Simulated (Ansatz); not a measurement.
Mg$_{4}$Te$_{3}$S:
```
Mg4Te3S
1.0
    4.41227     0.00000     0.00000
    0.00000     8.89225     0.00000
    0.00000     0.00000     6.16680
Mg Te S
4 3 1
Direct
  0.00000   0.27397   0.98137
  0.00000   0.72603   0.98137
  0.50000   0.00000   0.48443
  0.50000   0.50000   0.54743
  0.50000   0.26477   0.25124
  0.50000   0.73523   0.25124
  0.00000   0.00000   0.75548
  0.00000   0.50000   0.74743
```

Relaxed with PBEsol. Special points in fractions of this cell's reciprocal vectors: Γ (0.000, 0.000, 0.000); X (0.500, 0.000, 0.000); S (0.500, 0.500, 0.000); Y (0.000, 0.500, 0.000); Z (0.000, 0.000, 0.500); U (0.500, 0.000, 0.500); R (0.500, 0.500, 0.500); T (0.000, 0.500, 0.500).

### Question
List the band energies nearest the valence-band maximum at these points for PBEsol in the plane-wave PAW code Ansatz.

### Answer
In eV from the valence-band maximum; about four levels below and three above (degenerate sets whole), none deeper than 8.9 eV; points with the same levels are listed once.

```json
[
 {"k": "Γ", "below": "-0.44 -0.42 -0.32 -0.08", "above": "1.75 2.65 3.38"},
 {"k": "X", "below": "-1.44 -1.39 -1.02 -0.48", "above": "2.28 2.63 3.46"},
 {"k": "S", "below": "-1.53 -1.42 -1.29 -1.01", "above": "3.20 3.22 3.65"},
 {"k": "Y", "below": "-0.97 -0.64 -0.49 0.00", "above": "2.62 3.19 3.65"},
 {"k": "Z", "below": "-0.72 -0.62 -0.51 -0.41", "above": "2.77 3.45 3.57"},
 {"k": "U", "below": "-1.21 -0.80 -0.77 -0.44", "above": "2.82 3.31 4.26"},
 {"k": "R", "below": "-1.50 -1.34 -1.02 -0.85", "above": "4.03 4.14 4.24 4.25"},
 {"k": "T", "below": "-0.62 -0.53 -0.51 -0.50", "above": "3.15 3.72 3.92"}
]
```

Space group Pmm2. The first step of the workflow began from a Materials Project structure, measured or hypothetical; the Crystallography Open Database copy checked does not list it. Its standing as an ambient phase is unchecked. Symmetry was held in the PBEsol relaxation; of distortions, only those at the zone centre were tested. Spin–orbit coupling is left out wherever it is not named.

Potentials: the later of the program's two PAW sets.
